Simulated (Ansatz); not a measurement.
EuAg4Sb2 with kpoints.mp_grid.grid changed

Computed with the plane-wave PAW code Ansatz (scalar-relativistic, PAW set soft_2): PBEsol, collinear spin, 420 eV cutoff, k-mesh 3×3×3. These are the settings of the reference run.

Cell:

```
cell
1.0
     0.0000   -8.0561    0.0000
     6.9767   -4.0280    0.0000
     0.0000   -2.6854    8.0246
Eu Ag Sb
3 12 6
Direct
  0.6667 0.6667 0.0000
  0.3333 0.3333 0.0000
  0.0000 0.0000 0.0000
  0.5229 0.6667 0.4313
  0.1896 0.3333 0.4313
  0.8562 0.0000 0.4313
  0.8104 0.6667 0.5687
  0.4771 0.3333 0.5687
  0.1438 0.0000 0.5687
  0.2313 0.6667 0.3062
  0.8979 0.3333 0.3062
  0.5646 0.0000 0.3062
  0.1021 0.6667 0.6938
  0.7687 0.3333 0.6938
  0.4354 0.0000 0.6938
  0.4062 0.6667 0.7814
  0.0729 0.3333 0.7814
  0.7395 0.0000 0.7814
  0.9271 0.6667 0.2186
  0.5938 0.3333 0.2186
  0.2605 0.0000 0.2186
```

The reference run of this cell is solved again as a single point with these keys changed:

| key | reference run | changed run |
| --- | --- | --- |
| kpoints.mp_grid.grid | [3, 3, 3] | [1, 1, 1] |

Question: How far do the results move?

Answer: 

```
                                    quantity  reference run  changed run
energy, changed less reference (meV an atom)              0         96.3
                              pressure (GPa)           -0.1          0.4
                        largest force (eV/Å)           0.03         0.99
                        gap on the mesh (eV)           0.00         0.00
                     moment of the cell (μB)          20.56        22.79
```

The energy moves by 96 meV an atom (2.02 eV for the cell). It took 19 iterations.

Caveats: the reference run: 4f shell without a U, which puts 4f levels too near the Fermi level; the reference run: open f or d shells may hold a state above the lowest; a single point, atoms not relaxed again.
